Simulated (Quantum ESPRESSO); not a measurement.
# Nb2TiO6F2: input and log of a self-consistent run

Computed values, not a measurement. The program is pw.x of Quantum ESPRESSO 7.5 (plane-wave density functional theory). The cell is made up: 11 atoms on a fluorite lattice with one site empty, with randomly drawn elements, strain and displacements, not relaxed. PseudoDojo standard norm-conserving files (v0.5 for PBE, v0.4.1 for LDA and PBEsol) set the functional; there is no spin polarisation, spin-orbit coupling or dispersion term, and the masses in the input are unused placeholders.

Input:

```
&control calculation='scf', pseudo_dir='./dojo.nc.sr.pbe.v0_5.standard.upf', outdir='./o', disk_io='low', tprnfor=.true., tstress=.true. /
&system ibrav=0, nat=11, ntyp=4, nbnd=50, ecutwfc=107.82251126, nosym=.true., tot_charge=0,
 occupations='smearing', smearing='fd', degauss=0.0018374661
/
&electrons conv_thr=7.350e-09, electron_maxstep=60, /
ATOMIC_SPECIES
F 1.0 F.upf
Nb 1.0 Nb.upf
O 1.0 O.upf
Ti 1.0 Ti.upf
CELL_PARAMETERS angstrom
4.9509 0.0608 0.044
0.0608 4.906 0.0571
0.044 0.0571 4.9933
ATOMIC_POSITIONS angstrom
Nb 0.0067 2.4162 2.497
Ti 2.5009 0.1206 2.4171
Nb 2.4831 2.4961 0.0908
O 1.2666 1.2615 1.1842
F 1.332 1.2687 3.8134
O 1.2572 3.7321 1.3504
F 1.3346 3.78 3.8522
O 3.7069 1.3089 1.2288
O 3.7331 1.3663 3.7361
O 3.6965 3.7461 1.3055
O 3.7914 3.8253 3.894
K_POINTS automatic
7 7 7 1 1 1
```

The log is shortened where brackets say so; the opening notice, blank lines, dates and the lines on written files are dropped, and the path of the files is cut. It prints rydbergs, bohrs and kilobars, and counts compression as positive stress. With no partly filled state, the Fermi energy that it prints is only some level between the filled and the empty states on the mesh, and need not lie in the true gap.

```
     Program PWSCF v.7.5
     Parallel version (MPI & OpenMP), running on       4 processor cores
     Number of MPI processes:                 4
     Threads/MPI process:                     1
     [start-up lines left out]
     bravais-lattice index     =            0
     lattice parameter (alat)  =       9.3569  a.u.
     unit-cell volume          =     818.1616 (a.u.)^3
     number of atoms/cell      =           11
     number of atomic types    =            4
     number of electrons       =        88.00
     number of Kohn-Sham states=           50
     kinetic-energy cutoff     =     107.8225  Ry
     charge density cutoff     =     431.2900  Ry
     scf convergence threshold =      7.3E-09
     mixing beta               =       0.7000
     number of iterations used =            8  plain     mixing
     Exchange-correlation= PBE
                           (   1   4   3   4   0   0   0)
     [axes and pseudopotential details left out]
   Cartesian axes
     site n.     atom                  positions (alat units)
         1        Nb     tau(   1) = (   0.0013531   0.4879764   0.5042948  )
         2        Ti     tau(   2) = (   0.5050824   0.0243564   0.4881582  )
         3        Nb     tau(   3) = (   0.5014876   0.5041130   0.0183380  )
         4        O      tau(   4) = (   0.2558029   0.2547729   0.2391614  )
         5        F      tau(   5) = (   0.2690111   0.2562270   0.7701553  )
         6        O      tau(   6) = (   0.2539045   0.7537359   0.2727272  )
         7        F      tau(   7) = (   0.2695362   0.7634098   0.7779914  )
         8        O      tau(   8) = (   0.7486465   0.2643458   0.2481688  )
         9        O      tau(   9) = (   0.7539379   0.2759383   0.7545438  )
        10        O      tau(  10) = (   0.7465462   0.7565634   0.2636591  )
        11        O      tau(  11) = (   0.7657122   0.7725586   0.7864333  )
     number of k points=   172  Fermi-Dirac smearing, width (Ry)=  0.0018
     Number of k-points >= 100: set verbosity='high' to print them.
     Dense  grid:   123729 G-vectors     FFT dimensions: (  64,  64,  64)
     Estimated max dynamical RAM per process >     691.80 MB
     Estimated total dynamical RAM >       2.61 GB
     Initial potential from superposition of free atoms
     starting charge      87.9937, renormalised to      88.0000
     Starting wfcs are   62 randomized atomic wfcs
     total cpu time spent up to now is       20.4 secs
     per-process dynamical memory:   624.4 Mb
     Self-consistent Calculation
     iteration #  1     ecut=   107.82 Ry     beta= 0.70
     Davidson diagonalization with overlap
     ethr =  1.00E-02,  avg # of iterations =  2.0
     total cpu time spent up to now is       61.0 secs
     total energy              =    -661.69096817 Ry
     estimated scf accuracy    <       6.93369994 Ry
     iteration #  2     ecut=   107.82 Ry     beta= 0.70
     Davidson diagonalization with overlap
     ethr =  7.88E-03,  avg # of iterations =  7.0
     total cpu time spent up to now is      138.5 secs
     total energy              =    -654.31459852 Ry
     estimated scf accuracy    <      87.01024997 Ry
     iteration #  3     ecut=   107.82 Ry     beta= 0.70
     Davidson diagonalization with overlap
     ethr =  7.88E-03,  avg # of iterations =  6.5
     total cpu time spent up to now is      209.1 secs
     total energy              =    -665.60570245 Ry
     estimated scf accuracy    <       1.96393408 Ry
     iteration #  4     ecut=   107.82 Ry     beta= 0.70
     Davidson diagonalization with overlap
     ethr =  2.23E-03,  avg # of iterations =  2.0
     total cpu time spent up to now is      249.1 secs
     total energy              =    -665.61331141 Ry
     estimated scf accuracy    <       1.10659920 Ry
     iteration #  5     ecut=   107.82 Ry     beta= 0.70
     Davidson diagonalization with overlap
     ethr =  1.26E-03,  avg # of iterations =  1.3
     total cpu time spent up to now is      285.3 secs
     total energy              =    -665.40451552 Ry
     estimated scf accuracy    <       0.73144980 Ry
     [iterations 6 to 16 left out]
     iteration # 17     ecut=   107.82 Ry     beta= 0.70
     Davidson diagonalization with overlap
     ethr =  6.24E-10,  avg # of iterations =  5.0
     total cpu time spent up to now is      928.8 secs
     total energy              =    -665.52843445 Ry
     estimated scf accuracy    <       0.00000036 Ry
     iteration # 18     ecut=   107.82 Ry     beta= 0.70
     Davidson diagonalization with overlap
     ethr =  4.13E-10,  avg # of iterations =  2.1
     total cpu time spent up to now is      969.3 secs
     total energy              =    -665.52843449 Ry
     estimated scf accuracy    <       0.00000003 Ry
     iteration # 19     ecut=   107.82 Ry     beta= 0.70
     Davidson diagonalization with overlap
     ethr =  3.23E-11,  avg # of iterations =  7.9
     total cpu time spent up to now is     1034.8 secs
     total energy              =    -665.52843450 Ry
     estimated scf accuracy    <       0.00000002 Ry
     iteration # 20     ecut=   107.82 Ry     beta= 0.70
     Davidson diagonalization with overlap
     ethr =  2.61E-11,  avg # of iterations =  2.2
     total cpu time spent up to now is     1075.9 secs
     total energy              =    -665.52843450 Ry
     estimated scf accuracy    <          8.4E-09 Ry
     iteration # 21     ecut=   107.82 Ry     beta= 0.70
     Davidson diagonalization with overlap
     ethr =  9.60E-12,  avg # of iterations =  4.5
     total cpu time spent up to now is     1117.6 secs
     End of self-consistent calculation
     Number of k-points >= 100: set verbosity='high' to print the bands.
     the Fermi energy is    10.4298 ev
!    total energy              =    -665.52843450 Ry
     estimated scf accuracy    <          2.5E-09 Ry
     smearing contrib. (-TS)   =      -0.00000002 Ry
     internal energy E=F+TS    =    -665.52843448 Ry
     The total energy is F=E-TS. E is the sum of the following terms:
     one-electron contribution =    -189.41134409 Ry
     hartree contribution      =     143.60699245 Ry
     xc contribution           =    -141.27100322 Ry
     ewald contribution        =    -478.45307963 Ry
     convergence has been achieved in  21 iterations
     Forces acting on atoms (cartesian axes, Ry/au):
     atom    1 type  2   force =    -0.14453953    0.04041343   -0.08436560
     atom    2 type  4   force =     0.09763458   -0.05230071   -0.08229849
     atom    3 type  2   force =     0.12496305    0.05936968    0.10141368
     atom    4 type  3   force =     0.00408121    0.02652347    0.08225114
     atom    5 type  1   force =    -0.01833743    0.02011023   -0.04078492
     atom    6 type  3   force =     0.02810276   -0.04253553    0.05237144
     atom    7 type  1   force =    -0.01204173   -0.03045601   -0.02310587
     atom    8 type  3   force =    -0.01056463    0.02871489    0.05068705
     atom    9 type  3   force =    -0.01142663    0.03722059   -0.05618925
     atom   10 type  3   force =    -0.02536125   -0.04161287    0.06432835
     atom   11 type  3   force =    -0.03251040   -0.04544718   -0.06430752
     Total force =     0.341900     Total SCF correction =     0.000147
     Computing stress (Cartesian axis) and pressure
          total   stress  (Ry/bohr**3)                   (kbar)     P=     -106.10
  -0.00064239  -0.00000407   0.00036369          -94.50       -0.60       53.50
  -0.00000407  -0.00053790   0.00000016           -0.60      -79.13        0.02
   0.00036369   0.00000016  -0.00098349           53.50        0.02     -144.68
     init_run     :     19.34s CPU     20.09s WALL (       1 calls)
     electrons    :   1094.45s CPU   1097.19s WALL (       1 calls)
     forces       :      6.93s CPU      6.93s WALL (       1 calls)
     stress       :     25.09s CPU     25.10s WALL (       1 calls)
     [timing details left out]
     PWSCF        :  19m 6.32s CPU  19m 9.93s WALL
     JOB DONE.
```

In other units: free energy -9054.976 eV for the cell, pressure -10.61 GPa, largest force component 3.716 eV/Å. This run is the check on a run of the same cell at a cutoff of 1143 eV and k mesh 5 x 5 x 5: rerunning at a cutoff of 1467 eV and k mesh 7 x 7 x 7 moved values by no more than 0.003 eV in energy, 0.05 GPa in stress and 0.004 eV/Å in force.